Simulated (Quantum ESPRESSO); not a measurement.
In3YNO4F, input and log of a self-consistent run

A calculation, not a measurement. The program is pw.x of Quantum ESPRESSO 7.5 (plane-wave density functional theory). The cell is made up: 10 atoms on a corundum lattice, with randomly drawn elements, strain and displacements, not relaxed. PseudoDojo standard norm-conserving files (v0.5 for PBE, v0.4.1 for LDA and PBEsol) set the functional; there is no spin polarisation, spin-orbit coupling or dispersion term, and the masses in the input are unused placeholders.

Input:

```
&control calculation='scf', pseudo_dir='./dojo.nc.sr.pbe.v0_5.standard.upf', outdir='./o', disk_io='medium', tprnfor=.true., tstress=.true. /
&system ibrav=0, nat=10, ntyp=5, nbnd=49, ecutwfc=84.00895049, nosym=.true., tot_charge=0,
 occupations='smearing', smearing='fd', degauss=0.0018374661
/
&electrons conv_thr=7.350e-09, electron_maxstep=60, /
ATOMIC_SPECIES
F 1.0 F.upf
In 1.0 In.upf
N 1.0 N.upf
O 1.0 O.upf
Y 1.0 Y.upf
CELL_PARAMETERS angstrom
2.8072 1.5765 4.8175
-2.893 1.5939 4.8605
-0.0279 -3.2035 4.8498
ATOMIC_POSITIONS angstrom
In 0.0382 -0.0117 5.0877
In -0.0535 0.0225 2.0802
In 0.0096 -0.0594 9.3838
Y -0.1149 0.0085 12.3634
N -1.2655 1.5778 8.4863
O -0.8756 -1.7602 8.4894
O 1.8858 0.1117 8.5018
O 1.0347 -1.6684 6.1242
O 0.8245 1.6826 6.0934
F -1.9881 -0.1844 5.9925
K_POINTS automatic
5 5 5 1 1 1
```

The log is shortened where brackets say so; the opening notice, blank lines, dates and the lines on written files are dropped, and the path of the files is cut. It prints rydbergs, bohrs and kilobars, and counts compression as positive stress.

```
     Program PWSCF v.7.5
     Parallel version (MPI & OpenMP), running on       1 processor cores
     Number of MPI processes:                 1
     Threads/MPI process:                     1
     [start-up lines left out]
     bravais-lattice index     =            0
     lattice parameter (alat)  =      10.9497  a.u.
     unit-cell volume          =     891.9712 (a.u.)^3
     number of atoms/cell      =           10
     number of atomic types    =            5
     number of electrons       =        86.00
     number of Kohn-Sham states=           49
     kinetic-energy cutoff     =      84.0090  Ry
     charge density cutoff     =     336.0358  Ry
     scf convergence threshold =      7.3E-09
     mixing beta               =       0.7000
     number of iterations used =            8  plain     mixing
     Exchange-correlation= PBE
                           (   1   4   3   4   0   0   0)
     [axes and pseudopotential details left out]
   Cartesian axes
     site n.     atom                  positions (alat units)
         1        In     tau(   1) = (   0.0065927  -0.0020192   0.8780510  )
         2        In     tau(   2) = (  -0.0092332   0.0038831   0.3590074  )
         3        In     tau(   3) = (   0.0016568  -0.0102514   1.6194853  )
         4        Y      tau(   4) = (  -0.0198298   0.0014670   2.1337139  )
         5        N      tau(   5) = (  -0.2184039   0.2723016   1.4645919  )
         6        O      tau(   6) = (  -0.1511138  -0.3037808   1.4651270  )
         7        O      tau(   7) = (   0.3254572   0.0192775   1.4672670  )
         8        O      tau(   8) = (   0.1785717  -0.2879376   1.0569334  )
         9        O      tau(   9) = (   0.1422948   0.2903883   1.0516178  )
        10        F      tau(  10) = (  -0.3431125  -0.0318243   1.0342042  )
     number of k points=    63  Fermi-Dirac smearing, width (Ry)=  0.0018
                       cart. coord. in units 2pi/alat
        k(    1) = (   0.0009035   0.0002727   0.1196606), wk =   0.0320000
        k(    2) = (   0.0007629  -0.2415484   0.1988771), wk =   0.0320000
     [further k points left out]
     Dense  grid:    92767 G-vectors     FFT dimensions: (  64,  72,  72)
     Estimated max dynamical RAM per process >     149.60 MB
     Initial potential from superposition of free atoms
     starting charge      85.9838, renormalised to      86.0000
     Starting wfcs are   61 randomized atomic wfcs
     total cpu time spent up to now is       42.6 secs
     per-process dynamical memory:   121.3 Mb
     Self-consistent Calculation
     iteration #  1     ecut=    84.01 Ry     beta= 0.70
     Davidson diagonalization with overlap
     ethr =  1.00E-02,  avg # of iterations =  2.0
     total cpu time spent up to now is      131.7 secs
     total energy              =    -681.42566170 Ry
     estimated scf accuracy    <       3.16872092 Ry
     iteration #  2     ecut=    84.01 Ry     beta= 0.70
     Davidson diagonalization with overlap
     ethr =  3.68E-03,  avg # of iterations =  3.5
     total cpu time spent up to now is      237.8 secs
     total energy              =    -681.83414700 Ry
     estimated scf accuracy    <       5.93833121 Ry
     iteration #  3     ecut=    84.01 Ry     beta= 0.70
     Davidson diagonalization with overlap
     ethr =  3.68E-03,  avg # of iterations =  3.2
     total cpu time spent up to now is      336.0 secs
     total energy              =    -682.94638055 Ry
     estimated scf accuracy    <       0.35045086 Ry
     iteration #  4     ecut=    84.01 Ry     beta= 0.70
     Davidson diagonalization with overlap
     ethr =  4.08E-04,  avg # of iterations =  2.4
     total cpu time spent up to now is      431.7 secs
     total energy              =    -683.00996759 Ry
     estimated scf accuracy    <       0.02565677 Ry
     iteration #  5     ecut=    84.01 Ry     beta= 0.70
     Davidson diagonalization with overlap
     ethr =  2.98E-05,  avg # of iterations =  3.9
     total cpu time spent up to now is      525.8 secs
     total energy              =    -683.01423320 Ry
     estimated scf accuracy    <       0.00594776 Ry
     [iterations 6 to 8 left out]
     iteration #  9     ecut=    84.01 Ry     beta= 0.70
     Davidson diagonalization with overlap
     ethr =  6.81E-08,  avg # of iterations =  2.0
     total cpu time spent up to now is      944.9 secs
     total energy              =    -683.01612098 Ry
     estimated scf accuracy    <       0.00001150 Ry
     iteration # 10     ecut=    84.01 Ry     beta= 0.70
     Davidson diagonalization with overlap
     ethr =  1.34E-08,  avg # of iterations =  3.5
     total cpu time spent up to now is     1047.3 secs
     total energy              =    -683.01612366 Ry
     estimated scf accuracy    <       0.00000072 Ry
     iteration # 11     ecut=    84.01 Ry     beta= 0.70
     Davidson diagonalization with overlap
     ethr =  8.32E-10,  avg # of iterations =  3.8
     total cpu time spent up to now is     1146.5 secs
     total energy              =    -683.01612378 Ry
     estimated scf accuracy    <       0.00000045 Ry
     iteration # 12     ecut=    84.01 Ry     beta= 0.70
     Davidson diagonalization with overlap
     ethr =  5.25E-10,  avg # of iterations =  2.0
     total cpu time spent up to now is     1237.2 secs
     total energy              =    -683.01612379 Ry
     estimated scf accuracy    <       0.00000013 Ry
     iteration # 13     ecut=    84.01 Ry     beta= 0.70
     Davidson diagonalization with overlap
     ethr =  1.50E-10,  avg # of iterations =  3.0
     total cpu time spent up to now is     1328.9 secs
     End of self-consistent calculation
     [lines on levels left out]
!    total energy              =    -683.01612382 Ry
     estimated scf accuracy    <          7.3E-09 Ry
     smearing contrib. (-TS)   =      -0.00000000 Ry
     internal energy E=F+TS    =    -683.01612382 Ry
     The total energy is F=E-TS. E is the sum of the following terms:
     one-electron contribution =    -154.42669821 Ry
     hartree contribution      =     145.32412988 Ry
     xc contribution           =    -187.69091921 Ry
     ewald contribution        =    -486.22263627 Ry
     convergence has been achieved in  13 iterations
     Forces acting on atoms (cartesian axes, Ry/au):
     atom    1 type  2   force =     0.05717644   -0.02145251   -0.02684328
     atom    2 type  2   force =     0.01168460    0.01894985    0.05934479
     atom    3 type  2   force =    -0.08011453   -0.00170958   -0.11208999
     atom    4 type  5   force =    -0.01281724   -0.05625735    0.11347496
     atom    5 type  3   force =     0.02503051   -0.03677974    0.00702360
     atom    6 type  4   force =    -0.02459788   -0.00849295    0.00457854
     atom    7 type  4   force =     0.00556110    0.01932783    0.00175194
     atom    8 type  4   force =     0.01397838    0.04247495   -0.04514562
     atom    9 type  4   force =    -0.00857821    0.02465198   -0.01071079
     atom   10 type  1   force =     0.01267682    0.01928751    0.00861585
     Total force =     0.228546     Total SCF correction =     0.000242
     Computing stress (Cartesian axis) and pressure
          total   stress  (Ry/bohr**3)                   (kbar)     P=      118.10
   0.00052290   0.00016819  -0.00025204           76.92       24.74      -37.08
   0.00016819   0.00086065   0.00018966           24.74      126.61       27.90
  -0.00025204   0.00018966   0.00102501          -37.08       27.90      150.78
     init_run     :     40.46s CPU     42.38s WALL (       1 calls)
     electrons    :   1222.25s CPU   1286.36s WALL (       1 calls)
     forces       :      9.73s CPU      9.82s WALL (       1 calls)
     stress       :     37.22s CPU     37.39s WALL (       1 calls)
     [timing details left out]
     PWSCF        :  21m50.09s CPU  22m57.65s WALL
     JOB DONE.
```

In other units: free energy -9292.908 eV for the cell, pressure 11.81 GPa, largest force component 2.918 eV/Å. A rerun of a related cell, with the same atoms placed differently, at a cutoff of 1437 eV and k mesh 7 x 7 x 7 moved values by no more than 0.003 eV in energy, 0.03 GPa in stress and 0.002 eV/Å in force.